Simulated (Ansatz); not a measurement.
Mo5Si3 (space group I4/mcm)

```yaml
crystal:
  lattice:
    - [-4.80193, 4.80193, 2.43593]
    - [4.80193, -4.80193, 2.43593]
    - [4.80193, 4.80193, -2.43593]
  atoms:
    - { symbol: Si, position: [0.83250, 0.66750, 0.50000] }
    - { symbol: Si, position: [0.16750, 0.33250, 0.50000] }
    - { symbol: Si, position: [0.66750, 0.16750, 0.83500] }
    - { symbol: Si, position: [0.33250, 0.83250, 0.16500] }
    - { symbol: Si, position: [0.75000, 0.75000, 0.00000] }
    - { symbol: Si, position: [0.25000, 0.25000, 0.00000] }
    - { symbol: Mo, position: [0.92339, 0.22433, 0.14772] }
    - { symbol: Mo, position: [0.07661, 0.77567, 0.85228] }
    - { symbol: Mo, position: [0.22433, 0.07661, 0.30094] }
    - { symbol: Mo, position: [0.77567, 0.92339, 0.69906] }
    - { symbol: Mo, position: [0.57661, 0.72433, 0.30094] }
    - { symbol: Mo, position: [0.42339, 0.27567, 0.69906] }
    - { symbol: Mo, position: [0.27567, 0.57661, 0.85228] }
    - { symbol: Mo, position: [0.72433, 0.42339, 0.14772] }
    - { symbol: Mo, position: [0.25000, 0.75000, 0.50000] }
    - { symbol: Mo, position: [0.75000, 0.25000, 0.50000] }
```

The slice is a (100) plane (indices of the conventional cell) through the point (0.776, 0.923, 0.699) (fractional), spanned by u = [110] and v = [101] in vectors of this cell: u (4.87 Å) and v (9.60 Å, at 90° to u). It covers one period; positions are fractions (u, v).

These are PBEsol (plane waves to 420 eV, PAW, scalar-relativistic; Ansatz, a quantum-chemistry and plane-wave program) values and carry that method's errors. k mesh 9×9×9. Inside the PAW spheres the values are not all-electron values, and peaks at nuclei hang on which shells count as valence. Mo5Si3 is run without spin polarisation. Mo5Si3 was relaxed with its symmetry unable to fall.

Problem. Sketch the electron localisation function (ELF) on this plane as a map.

Solution. 
```
|x@ =%%%= @|
|: .#@@@#. |
|--:=%@%=:-|
|=.  :#:  .|
|- ** - ** |
|- ** - ** |
|#: ..=.. :|
|@#-:---:-#|
|@@#. : .#@|
|%%= @x@ =%|
|=+-:xxx:-+|
|:-- @x@ --|
|.-*: : :*-|
|-+@@+-+@@+|
|+#%%%*%%%#|
|*%%%#+#%%%|
|-+@@+-+@@+|
|: -*-.-*- |
|x@ --:-- @|
|xx:-+=+-:x|
```
Scale: ten equal steps from 0.18 (start of ' ') to 0.70 (end of '@'), in the order ' .:-=+*#%@'. Values: electron localisation function (ELF). The map has 10 points along u (one character each, u = 0 at the left) and 20 along v (v = 0 in the bottom row). Points within 0.5 Å of a nucleus are blanked (x), as the pseudised field means little there.
